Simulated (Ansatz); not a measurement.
Mg2Si (antifluorite type, space group Fm-3m)

```yaml
crystal:
  lattice:
    - [0.00000, 3.18242, 3.18242]
    - [3.18242, 0.00000, 3.18242]
    - [3.18242, 3.18242, 0.00000]
  atoms:
    - { symbol: Si, position: [0.00000, 0.00000, 0.00000] }
    - { symbol: Mg, position: [0.25000, 0.25000, 0.25000] }
    - { symbol: Mg, position: [0.75000, 0.75000, 0.75000] }
```

The volume is varied about the relaxed value V₀ at fixed cell shape. Symmetry pins the atoms to their sites.

Level of theory: PBE (plane waves to 420 eV, PAW, scalar-relativistic; Ansatz, a first-principles code). k mesh 9×9×9 (Γ-centred), Fermi-Dirac smearing 0.05 eV. E stands for the smeared free energy. Stress and pressure are positive under compression. Mg2Si was relaxed with its symmetry unable to fall. The zero of ΔE is the relaxed starting cell.

Task: Predict the ΔE (meV/atom) and P (GPa) at V/V₀ = 0.900, 0.940, 1.040, 1.060, 1.080.

Result: 
```tsv
V/V₀	ΔE (meV/atom)	P (GPa)
0.900	43.1	7.03
0.940	14.4	3.78
1.040	5.4	-1.96
1.060	11.9	-2.80
1.080	20.4	-3.56
```

(A scan under strain: stresses follow from slopes of the energy per volume, elastic moduli from its curvatures.)
